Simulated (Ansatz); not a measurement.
Calculated quadrupolar parameters for GePt under strain

The cell is an entry of the Crystallography Open Database (COD), relaxed with PBE at fixed cell and then changed (z compressed by 1 %, ions relaxed).

```
Ge Pt
1.0
     5.73200    0.00000    0.00000
     0.00000    3.70100    0.00000
     0.00000    0.00000    6.02712
Ge Pt
4 4
Cartesian
  4.6867 2.7757 3.5492
  1.0453 0.9252 2.4779
  3.9113 0.9252 0.5357
  1.8207 2.7757 5.4915
  5.7150 2.7757 1.1434
  0.0170 0.9252 4.8837
  2.8830 0.9252 4.1569
  2.8490 2.7757 1.8702
```

Atoms are numbered from 1 in the order listed; like atoms form one site, named after its first atom.

All values are calculated (Ansatz; DFT, PBE, plane waves and PAW, scalar-relativistic, 420 eV cutoff, Γ-centred 8×13×8 k-points, Fermi–Dirac smearing 0.05 eV), not measured.

Conventions: |V_zz| ≥ |V_yy| ≥ |V_xx|, η = (V_xx − V_yy)/V_zz, C_Q = eQV_zz/h.

Ge-73: I = 9/2, Q = -196.0 mb. Nuclear quadrupole moments: year-2017 set (Pyykkö).

Q: What field gradients does the calculation give at each kind of site?

A: 

```tsv
site	atoms (order as listed)	first shell	V_zz (10²¹ V/m²)	η	C_Q (MHz)
Ge	1, 2, 3, 4	6 Pt at 2.49–2.65 Å, 2 Ge at 2.99 Å	6.48	0.99	-30.7
Pt	5, 6, 7, 8	6 Ge at 2.49–2.65 Å, 4 Pt at 2.94–2.96 Å	4.23	0.71	–
```

Pt has no stable isotope with a ground-state quadrupole moment in the table, so no C_Q is given.

The run finds no gap above 0.1 eV (a metal, or nearly one), so the gradients can move by 10 % or more with the k-mesh. Spin–orbit coupling is left out, which shifts gradients on Pt by a few per cent in wide-gap crystals, and can shift them far more where the calculated gap is small or absent, as here. At this changed cell the PBE pressure is 9 GPa. Where η is near 1 the sign of V_zz means little.

The relaxation (3 steps) took 2.4 min of wall time (2.3 min of CPU time) and 1.6 GiB at its peak, on 1 thread of Intel Xeon 6975P-C (Granite Rapids) (x86_64; 16 cores open to the job, memory cap 3.0 GiB, no GPU), a shared host with a load of 0.5 a core.
